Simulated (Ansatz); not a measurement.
A scan (energy against volume; even scaling of the relaxed cell, symmetry kept) gave these values. Calculation: PBE (plane waves to 420 eV, PAW, scalar-relativistic; Ansatz, an electronic-structure program).

- Bulk modulus B₀ (third-order Birch-Murnaghan fit): 156 GPa
- Pressure derivative B₀′ (fit): 4.8
- Equilibrium volume of the fit: 13.15 Å³/atom

Task: Of these crystals, all scanned alike, which one is it?
(A) AlP (zinc blende)
(B) FeS₂ (pyrite type, space group Pa-3)
(C) CdTe (zinc blende)
(D) TaC (rock salt)

Result: B, FeS₂ (pyrite type, space group Pa-3). The others have, for the bulk modulus: TaC 324 GPa, CdTe 35.0 GPa, AlP 82.6 GPa

All were relaxed with their symmetry unable to fall. FeS2 is run without spin polarisation. Spin-orbit coupling is left out. TaC is run without spin polarisation. The PAW data are Ansatz's earlier set.

(Under strain, the slope of the energy per volume gives the stress and its curvature an elastic modulus.)
